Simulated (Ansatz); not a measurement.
**Sn$_{4}$As$_{3}$: input, output and frames of a trajectory**

Level of theory: DFT PBEsol, scalar-relativistic, plane waves, PAW (Ansatz 0.2.0). The runs took a 420 eV cutoff, a shifted (0.5, 0.5, 0.5 steps) 4×4×2 mesh and Fermi–Dirac smearing (0.05 eV). The mesh is coarse. No spin polarisation.

21 atoms, starting at 1.03 times the perfect crystal's volume (space group R-3m); Langevin thermostat at 300 K (friction 0.02 fs⁻¹), fixed cell; 49 steps of 3 fs. The run is short and not equilibrated.

The run converged.

The run took 21 min on 4 threads of Intel(R) Xeon(R) Platinum 8488C (Sapphire Rapids), with other jobs on the host, peak memory 3.4 GiB.

Command:
```bash
ansatz run input.yaml --threads 4 --pin off --max-ram 9216MiB --backend cpu --events-out ev --progress --plain --runs-dir out
```

Input:
```yaml
crystal:
  lattice:
    - [0.0, -7.1329644074, 0.0]
    - [6.1773283811, -3.5664822037, 0.0]
    - [0.0, -2.3776548025, 12.0950423706]
  atoms:
    - { symbol: Sn, position: [0.8026967559, 0.6666666667, 0.5919097322] }
    - { symbol: Sn, position: [0.4693634226, 0.3333333333, 0.5919097322] }
    - { symbol: Sn, position: [0.1360300893, 1.0, 0.5919097322] }
    - { symbol: Sn, position: [0.5306365774, 0.6666666667, 0.4080902678] }
    - { symbol: Sn, position: [0.1973032441, 0.3333333333, 0.4080902678] }
    - { symbol: Sn, position: [0.8639699107, 1.0, 0.4080902678] }
    - { symbol: Sn, position: [0.9552453331, 0.6666666667, 0.1342640006] }
    - { symbol: Sn, position: [0.6219119998, 0.3333333333, 0.1342640006] }
    - { symbol: Sn, position: [0.2885786665, 0.0, 0.1342640006] }
    - { symbol: Sn, position: [0.3780880002, 0.6666666667, 0.8657359994] }
    - { symbol: Sn, position: [0.0447546669, 0.3333333333, 0.8657359994] }
    - { symbol: Sn, position: [0.7114213335, 1.0, 0.8657359994] }
    - { symbol: As, position: [0.6666666667, 0.6666666667, 0.0] }
    - { symbol: As, position: [0.3333333333, 0.3333333333, 0.0] }
    - { symbol: As, position: [0.0, 0.0, 0.0] }
    - { symbol: As, position: [0.095930174, 0.6666666667, 0.7122094779] }
    - { symbol: As, position: [0.7625968407, 0.3333333333, 0.7122094779] }
    - { symbol: As, position: [0.4292635074, 0.0, 0.7122094779] }
    - { symbol: As, position: [0.2374031593, 0.6666666667, 0.2877905221] }
    - { symbol: As, position: [0.904069826, 0.3333333333, 0.2877905221] }
    - { symbol: As, position: [0.5707364926, 1.0, 0.2877905221] }
basis:
  ecutwfc: 420
kpoints:
  mp_grid: { grid: [4, 4, 2], shift: [0.5, 0.5, 0.5] }
hamiltonian:
  xc: pbesol
scf:
  occupations: { method: fermi_dirac, width: 0.05 }
  lower_state_search: "off"
  convergence: { dr2_threshold: 1.0e-07 }
output:
  forces: true
  stress: true
md:
  timestep: 3.0
  n_steps: 49
  ensemble: nvt_langevin
  temperature: 300.0
  initial_velocities: maxwell_boltzmann
  seed: 295
  friction: 0.02
```

Output (its end):
```
...
Entropy (-TS):   -0.055446 eV (-2.640 meV/atom)
Fermi energy:    10.030359 eV
--- Per-component energies (eV) ---
  E_band       = -3199.954667
  E_kinetic    = 3166.487726
  E_local      = -26469.038446  (includes V_loc(G=0)·N_el)
  E_nonlocal   = -6383.356107
  E_hartree    = 15260.414940
  E_xc         = -5262.378719
  E_vxc        = -1879.048130  (∫ρ·V_xc dr)
  E_paw        = -64905.518707  (= ΣΔE_a)
  E_vpaw       = -2155.829050  (= ΣTr[D̂ρ^β])
  E_aug_tail   = 0.000064  (compensation charges beyond the density's cutoff)
  E_ewald      = -30134.373351
  E_core_change = 12.115935  (= ΣΔE_core)
  E_smearing   = -0.055446  (= −TS)
  E_closure    = -0.000000  (closes the sum)
  Σ components = -114715.702113   (vs F -114715.702113, Δ=0.00e0)
--- Forces (eV/Å), atoms counted from 1 ---
  atom   1  Sn    -0.08438944    -0.15937987     0.17426909
  atom   2  Sn    -0.58192905    -0.51028835    -0.54971131
  atom   3  Sn     0.53940758    -0.25302987     0.15032426
  atom   4  Sn    -0.61872299     0.45989308     0.37417960
  atom   5  Sn     0.48524170    -0.08763333     0.12194159
  atom   6  Sn    -0.02805114     0.27353585     0.03292120
  atom   7  Sn    -0.15392328    -0.35962938    -0.55795471
  atom   8  Sn    -0.41491550     0.34246428    -0.02647833
  atom   9  Sn     0.05011776     0.12039308    -0.14143153
  atom  10  Sn     0.09424759     0.22332984    -0.15489532
  atom  11  Sn     0.17856084    -0.18020042    -0.24188787
  atom  12  Sn     0.02153516     0.01305631     0.25912056
  atom  13  As     0.02440795    -0.81114374    -0.17393282
  atom  14  As     0.32419384    -0.06659993     0.03740141
  atom  15  As     0.09179734     0.11668809     0.32452753
  atom  16  As     0.24719882     0.54471227     0.58325783
  atom  17  As    -0.37580634    -0.05271536    -0.02888772
  atom  18  As    -0.00899093     0.46379546     0.03679830
  atom  19  As     0.24661237     0.27733301     0.48954416
  atom  20  As     0.13368465     0.12559935    -0.30198950
  atom  21  As    -0.17029021    -0.48019334    -0.40713040
  max |Σ_I F_I| component: 1.39e-5 eV/Å
--- Stress (GPa, compression-positive) ---
       -0.158845      -0.293907      -0.619951
       -0.293907      -1.397266       1.072731
       -0.619951       1.072731      -0.840222
  P = ⅓ Tr σ = -0.7988 GPa (-7.988 kbar)
--- MD trajectory: 49 steps, t = 0.0 → 147.0 fs ---
  final state: T = 276.6 K   F+E_penalty+E_count = -114715.70211251 eV   E_kin = 0.750810 eV
```

Frames along the run (Å, eV/Å; dE is the potential energy from the first frame):

```xyz
21
Lattice="0.000 -7.133 0.000 6.177 -3.566 0.000 0.000 -2.378 12.095" Properties=species:S:1:pos:R:3:forces:R:3 pbc="T T T" time_fs=0.00 dE_eV=0.0000 T_K=286
Sn    4.118   -9.511    7.159    0.000    0.001    0.141
Sn    2.059   -5.944    7.159    0.000    0.001    0.141
Sn    6.177   -5.944    7.159    0.000    0.001    0.141
Sn    4.118   -7.133    4.936    0.000   -0.001   -0.141
Sn    2.059   -3.566    4.936    0.000   -0.001   -0.141
Sn    6.177  -10.699    4.936    0.000   -0.001   -0.141
Sn    4.118   -9.511    1.624    0.001    0.003   -0.061
Sn    2.059   -5.944    1.624    0.001    0.003   -0.061
Sn    0.000   -2.378    1.624    0.001    0.003   -0.061
Sn    4.118   -7.133   10.471   -0.001   -0.003    0.061
Sn    2.059   -3.566   10.471   -0.001   -0.003    0.061
Sn    6.177  -10.699   10.471   -0.001   -0.003    0.061
As    4.118   -7.133    0.000    0.000    0.000    0.000
As    2.059   -3.566    0.000    0.000    0.000    0.000
As    0.000    0.000    0.000    0.000    0.000    0.000
As    4.118   -4.755    8.614    0.000    0.007   -0.068
As    2.059   -8.322    8.614    0.000    0.007   -0.068
As    0.000   -4.755    8.614    0.000    0.007   -0.068
As    4.118   -4.755    3.481    0.000   -0.007    0.068
As    2.059   -8.322    3.481    0.000   -0.007    0.068
As    6.177   -8.322    3.481    0.000   -0.007    0.068
21
Lattice="0.000 -7.133 0.000 6.177 -3.566 0.000 0.000 -2.378 12.095" Properties=species:S:1:pos:R:3:forces:R:3 pbc="T T T" time_fs=15.00 dE_eV=0.0686 T_K=335
Sn    4.116   -9.493    7.144   -0.045   -0.075    0.192
Sn    2.048   -5.933    7.129    0.063   -0.034    0.269
Sn    6.184   -5.937    7.173   -0.092   -0.082    0.101
Sn    4.130   -7.120    4.938    0.006   -0.163   -0.106
Sn    2.087   -3.551    4.936   -0.270    0.052   -0.069
Sn    6.181  -10.715    4.934    0.011   -0.036   -0.080
Sn    4.128   -9.485    1.673   -0.034   -0.024   -0.159
Sn    2.078   -5.967    1.577   -0.003    0.091    0.002
Sn   -0.019   -2.342    1.635    0.055   -0.139   -0.061
Sn    4.108   -7.120   10.458    0.025    0.005    0.094
Sn    2.043   -3.556   10.490    0.031   -0.004    0.040
Sn    6.221  -10.696   10.452   -0.137   -0.043    0.052
As    4.146   -7.171   -0.007   -0.093    0.073    0.004
As    2.026   -3.585   -0.039    0.122    0.082    0.213
As   -0.038    0.001    0.064    0.068    0.000   -0.237
As    4.126   -4.751    8.615   -0.122   -0.007   -0.090
As    2.031   -8.328    8.618    0.157    0.053   -0.114
As   -0.020   -4.788    8.610    0.069    0.114   -0.050
As    4.076   -4.758    3.542    0.227   -0.048   -0.235
As    2.071   -8.318    3.455   -0.068   -0.017    0.189
As    6.178   -8.374    3.495    0.030    0.202    0.046
21
Lattice="0.000 -7.133 0.000 6.177 -3.566 0.000 0.000 -2.378 12.095" Properties=species:S:1:pos:R:3:forces:R:3 pbc="T T T" time_fs=33.00 dE_eV=0.2807 T_K=270
Sn    4.099   -9.473    7.144   -0.023   -0.147    0.185
Sn    2.055   -5.897    7.096    0.077   -0.154    0.392
Sn    6.197   -5.930    7.174   -0.150   -0.132    0.128
Sn    4.156   -7.070    4.942   -0.003   -0.410   -0.021
Sn    2.130   -3.529    4.940   -0.576    0.083    0.081
Sn    6.190  -10.735    4.917    0.026   -0.093    0.038
Sn    4.151   -9.462    1.726   -0.061    0.063   -0.250
Sn    2.098   -5.995    1.543   -0.032    0.203    0.068
Sn   -0.032   -2.295    1.644    0.111   -0.370    0.026
Sn    4.095   -7.087   10.441    0.063   -0.022    0.108
Sn    2.029   -3.545   10.551    0.045    0.021   -0.109
Sn    6.254  -10.690   10.442   -0.299   -0.066   -0.018
As    4.163   -7.176   -0.026   -0.105    0.028    0.083
As    1.999   -3.601   -0.081    0.235    0.116    0.454
As   -0.086   -0.007    0.138    0.183    0.101   -0.541
As    4.146   -4.757    8.619   -0.232    0.042   -0.132
As    2.019   -8.318    8.623    0.227    0.053   -0.171
As   -0.032   -4.828    8.588    0.132    0.267    0.015
As    4.033   -4.749    3.567    0.522   -0.119   -0.523
As    2.122   -8.337    3.453   -0.267    0.120    0.212
As    6.169   -8.415    3.521    0.127    0.416   -0.022
21
Lattice="0.000 -7.133 0.000 6.177 -3.566 0.000 0.000 -2.378 12.095" Properties=species:S:1:pos:R:3:forces:R:3 pbc="T T T" time_fs=48.00 dE_eV=0.4895 T_K=222
Sn    4.099   -9.469    7.135   -0.014   -0.183    0.159
Sn    2.076   -5.869    7.102   -0.025   -0.258    0.339
Sn    6.189   -5.925    7.169   -0.079   -0.103    0.204
Sn    4.174   -7.051    4.933   -0.038   -0.515    0.087
Sn    2.161   -3.514    4.943   -0.801    0.003    0.325
Sn    6.192  -10.751    4.917    0.081   -0.064    0.081
Sn    4.175   -9.452    1.758   -0.148    0.192   -0.252
Sn    2.108   -6.008    1.529   -0.082    0.271    0.101
Sn   -0.048   -2.249    1.660    0.156   -0.609    0.117
Sn    4.081   -7.067   10.435    0.090   -0.051    0.101
Sn    2.026   -3.541   10.595    0.014    0.074   -0.222
Sn    6.265  -10.684   10.442   -0.371   -0.089   -0.124
As    4.157   -7.151   -0.050   -0.033   -0.078    0.178
As    1.986   -3.605   -0.118    0.277    0.113    0.666
As   -0.137   -0.007    0.192    0.377    0.201   -0.824
As    4.132   -4.767    8.615   -0.146    0.136   -0.107
As    2.055   -8.311    8.608    0.020    0.036   -0.164
As   -0.050   -4.830    8.567    0.232    0.281    0.082
As    4.010   -4.741    3.586    0.704   -0.205   -0.750
As    2.153   -8.382    3.482   -0.402    0.407    0.057
As    6.168   -8.426    3.538    0.190    0.443   -0.055
21
Lattice="0.000 -7.133 0.000 6.177 -3.566 0.000 0.000 -2.378 12.095" Properties=species:S:1:pos:R:3:forces:R:3 pbc="T T T" time_fs=66.00 dE_eV=0.6370 T_K=172
Sn    4.107   -9.460    7.114    0.082   -0.263    0.146
Sn    2.110   -5.863    7.136   -0.116   -0.251    0.151
Sn    6.177   -5.939    7.178    0.024    0.016    0.221
Sn    4.211   -7.050    4.922   -0.157   -0.473    0.081
Sn    2.185   -3.520    4.958   -0.911    0.009    0.444
Sn    6.206  -10.767    4.917    0.042   -0.023    0.033
Sn    4.188   -9.456    1.781   -0.196    0.301   -0.171
Sn    2.109   -6.003    1.524   -0.132    0.263    0.153
Sn   -0.042   -2.223    1.664    0.166   -0.790    0.243
Sn    4.067   -7.062   10.442    0.092   -0.069    0.068
Sn    2.025   -3.538   10.643   -0.037    0.087   -0.333
Sn    6.264  -10.696   10.448   -0.381   -0.061   -0.163
As    4.137   -7.111   -0.070    0.098   -0.194    0.231
As    1.973   -3.603   -0.121    0.296    0.092    0.694
As   -0.189   -0.014    0.211    0.585    0.328   -1.003
As    4.131   -4.771    8.638   -0.055    0.240   -0.147
As    2.116   -8.287    8.564   -0.288   -0.045   -0.015
As   -0.048   -4.821    8.537    0.251    0.208    0.209
As    3.976   -4.741    3.565    0.909   -0.281   -0.755
As    2.161   -8.417    3.485   -0.418    0.583    0.038
As    6.196   -8.414    3.556    0.145    0.324   -0.126
21
Lattice="0.000 -7.133 0.000 6.177 -3.566 0.000 0.000 -2.378 12.095" Properties=species:S:1:pos:R:3:forces:R:3 pbc="T T T" time_fs=81.00 dE_eV=0.6157 T_K=267
Sn    4.113   -9.440    7.106    0.196   -0.297    0.178
Sn    2.131   -5.853    7.169   -0.183   -0.238   -0.010
Sn    6.160   -5.950    7.190    0.094    0.120    0.225
Sn    4.249   -7.069    4.914   -0.288   -0.331    0.101
Sn    2.189   -3.525    4.978   -0.792   -0.043    0.401
Sn    6.211  -10.773    4.912   -0.021   -0.013    0.041
Sn    4.183   -9.422    1.798   -0.073    0.166   -0.262
Sn    2.108   -5.990    1.529   -0.130    0.216    0.123
Sn   -0.047   -2.216    1.664    0.171   -0.709    0.234
Sn    4.049   -7.054   10.452    0.112   -0.022   -0.005
Sn    2.018   -3.511   10.662   -0.054   -0.002   -0.328
Sn    6.272  -10.702   10.454   -0.378   -0.026   -0.136
As    4.147   -7.068   -0.099    0.082   -0.291    0.322
As    1.980   -3.608   -0.103    0.261    0.177    0.618
As   -0.194   -0.017    0.168    0.536    0.392   -0.767
As    4.129   -4.753    8.648    0.048    0.250   -0.143
As    2.151   -8.270    8.554   -0.439   -0.105    0.032
As   -0.027   -4.804    8.543    0.179    0.133    0.210
As    3.949   -4.766    3.530    0.950   -0.184   -0.605
As    2.158   -8.423    3.504   -0.380    0.598   -0.001
As    6.229   -8.399    3.569    0.111    0.209   -0.226
21
Lattice="0.000 -7.133 0.000 6.177 -3.566 0.000 0.000 -2.378 12.095" Properties=species:S:1:pos:R:3:forces:R:3 pbc="T T T" time_fs=99.00 dE_eV=0.5489 T_K=329
Sn    4.125   -9.392    7.094    0.257   -0.450    0.180
Sn    2.150   -5.840    7.220   -0.386   -0.298   -0.360
Sn    6.147   -5.953    7.188    0.080    0.243    0.250
Sn    4.288   -7.111    4.909   -0.521    0.049    0.100
Sn    2.156   -3.536    5.006   -0.402   -0.120    0.202
Sn    6.188  -10.768    4.894   -0.053    0.023    0.071
Sn    4.185   -9.381    1.815   -0.040   -0.023   -0.335
Sn    2.122   -5.994    1.530   -0.180    0.182    0.101
Sn   -0.042   -2.238    1.683    0.188   -0.322    0.084
Sn    4.037   -7.052   10.471    0.047    0.112   -0.101
Sn    2.000   -3.477   10.690    0.096   -0.070   -0.296
Sn    6.280  -10.686   10.448   -0.302    0.013   -0.024
As    4.201   -6.994   -0.079   -0.130   -0.534    0.196
As    1.982   -3.583   -0.041    0.247    0.154    0.353
As   -0.187    0.011    0.070    0.456    0.246   -0.217
As    4.095   -4.740    8.631    0.404    0.373    0.014
As    2.170   -8.263    8.537   -0.554   -0.104    0.165
As   -0.004   -4.779    8.546    0.098    0.112    0.263
As    3.929   -4.782    3.464    0.810   -0.043   -0.158
As    2.137   -8.402    3.542   -0.240    0.474   -0.086
As    6.258   -8.351    3.585    0.127   -0.017   -0.402
21
Lattice="0.000 -7.133 0.000 6.177 -3.566 0.000 0.000 -2.378 12.095" Properties=species:S:1:pos:R:3:forces:R:3 pbc="T T T" time_fs=114.00 dE_eV=0.6058 T_K=300
Sn    4.137   -9.385    7.083    0.214   -0.443    0.235
Sn    2.167   -5.835    7.237   -0.504   -0.390   -0.472
Sn    6.139   -5.953    7.174    0.111    0.274    0.315
Sn    4.309   -7.132    4.902   -0.634    0.287    0.126
Sn    2.124   -3.545    5.016   -0.062   -0.199    0.131
Sn    6.174  -10.777    4.893   -0.116    0.175    0.047
Sn    4.191   -9.353    1.831   -0.054   -0.131   -0.369
Sn    2.138   -6.031    1.550   -0.303    0.260    0.075
Sn   -0.022   -2.256    1.711    0.197   -0.127    0.025
Sn    4.024   -7.034   10.495   -0.004    0.122   -0.169
Sn    1.990   -3.450   10.707    0.181   -0.139   -0.299
Sn    6.264  -10.651   10.452   -0.245   -0.017    0.014
As    4.222   -6.940   -0.030   -0.165   -0.687   -0.021
As    1.968   -3.568   -0.009    0.295    0.138    0.249
As   -0.179    0.035    0.012    0.390    0.215    0.080
As    4.098   -4.729    8.609    0.526    0.421    0.119
As    2.175   -8.274    8.543   -0.536   -0.059    0.140
As    0.013   -4.772    8.538    0.048    0.132    0.276
As    3.926   -4.780    3.393    0.691    0.059    0.235
As    2.119   -8.381    3.593   -0.092    0.388   -0.267
As    6.282   -8.301    3.576    0.060   -0.278   -0.470
21
Lattice="0.000 -7.133 0.000 6.177 -3.566 0.000 0.000 -2.378 12.095" Properties=species:S:1:pos:R:3:forces:R:3 pbc="T T T" time_fs=132.00 dE_eV=0.6791 T_K=303
Sn    4.182   -9.390    7.094    0.035   -0.351    0.185
Sn    2.175   -5.808    7.242   -0.576   -0.534   -0.498
Sn    6.112   -5.922    7.157    0.312    0.087    0.349
Sn    4.336   -7.146    4.883   -0.644    0.340    0.187
Sn    2.090   -3.554    5.019    0.300   -0.123    0.079
Sn    6.154  -10.781    4.901   -0.122    0.251    0.029
Sn    4.205   -9.320    1.869   -0.075   -0.273   -0.488
Sn    2.147   -6.060    1.588   -0.431    0.338    0.042
Sn    0.017   -2.286    1.743    0.138    0.054   -0.062
Sn    3.989   -7.014   10.529    0.066    0.171   -0.181
Sn    1.993   -3.415   10.712    0.229   -0.200   -0.292
Sn    6.238  -10.612   10.439   -0.158   -0.039    0.142
As    4.213   -6.883    0.016   -0.023   -0.838   -0.217
As    1.946   -3.534    0.007    0.342    0.079    0.149
As   -0.137    0.072   -0.037    0.170    0.180    0.285
As    4.122   -4.709    8.568    0.474    0.465    0.315
As    2.192   -8.276    8.555   -0.504   -0.001    0.022
As    0.033   -4.770    8.557    0.055    0.310    0.191
As    3.971   -4.788    3.353    0.456    0.237    0.467
As    2.097   -8.341    3.603    0.059    0.208   -0.270
As    6.324   -8.285    3.543   -0.103   -0.362   -0.434
21
Lattice="0.000 -7.133 0.000 6.177 -3.566 0.000 0.000 -2.378 12.095" Properties=species:S:1:pos:R:3:forces:R:3 pbc="T T T" time_fs=147.00 dE_eV=0.7228 T_K=277
Sn    4.217   -9.405    7.107   -0.084   -0.159    0.174
Sn    2.170   -5.814    7.251   -0.582   -0.510   -0.550
Sn    6.104   -5.872    7.170    0.539   -0.253    0.150
Sn    4.342   -7.177    4.850   -0.619    0.460    0.374
Sn    2.070   -3.549    5.029    0.485   -0.088    0.122
Sn    6.120  -10.776    4.902   -0.028    0.274    0.033
Sn    4.225   -9.304    1.893   -0.154   -0.360   -0.558
Sn    2.146   -6.064    1.614   -0.415    0.342   -0.026
Sn    0.048   -2.303    1.762    0.050    0.120   -0.141
Sn    3.978   -7.014   10.552    0.094    0.223   -0.155
Sn    2.004   -3.405   10.703    0.179   -0.180   -0.242
Sn    6.187  -10.605   10.438    0.022    0.013    0.259
As    4.209   -6.874    0.018    0.024   -0.811   -0.174
As    1.943   -3.490    0.013    0.324   -0.067    0.037
As   -0.111    0.103   -0.052    0.092    0.117    0.325
As    4.149   -4.704    8.521    0.247    0.545    0.583
As    2.187   -8.269    8.559   -0.376   -0.053   -0.029
As    0.057   -4.778    8.597   -0.009    0.464    0.037
As    4.016   -4.780    3.350    0.247    0.277    0.490
As    2.077   -8.315    3.611    0.134    0.126   -0.302
As    6.358   -8.255    3.510   -0.170   -0.480   -0.407
```